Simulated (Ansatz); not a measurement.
# All-electron card of SiSn2

```
Si Sn
1.0
     0.00000    3.41483    3.41483
     3.41483    0.00000    3.41483
     3.41483    3.41483    0.00000
Si Sn
1 2
Direct
  0.00000 0.00000 0.00000
  0.25000 0.25000 0.25000
  0.75000 0.75000 0.75000
```

Atoms are numbered in the order listed.

The cell was built from the fluorite type and relaxed in the same program, and has space group Fm-3m; it needn't be a known or the stable phase.

Spin–orbit coupling is left out, though it moves levels of the heavy atoms by tenths of an eV or more.

All numbers are computed: DFT, PBE, all-electron LAPW, scalar-relativistic (Ansatz 0.2.0); DFT, PBE, PAW with Ansatz's default frozen-core files, scalar-relativistic (Ansatz 0.2.0).

For LAPW: a Γ-centred 10×10×10 k mesh, Fermi–Dirac smearing of 0.05 eV, basis error target 1 meV/atom, no spin polarisation. PAW takes a cutoff of 420 eV at this cell. The Ansatz runs share mesh, smearing and spin set-up. Values come from LAPW unless marked.

```json
{"Volume per atom": "26.55 Å³", "Pressure at this cell": "0.01 GPa"}
```

(1) Predict this quantity. Density of states at the Fermi level (0.2 eV bin).

(2) Bader charges (from the PAW run): what does the calculation give?

(3) Give the computed value. Löwdin charges (with 0.13 e of the cell spilling out of the atomic basis, so their sizes and signs hang on that basis).

(4) Give the computed value. Band gap.

## Answers

(1) 1.48 states/eV per cell.

(2) Si1 -0.39, Sn2 +0.20 e.

(3) Si1 -0.15, Sn2 0.14 e.

(4) none: bands cross the Fermi level, a metal.
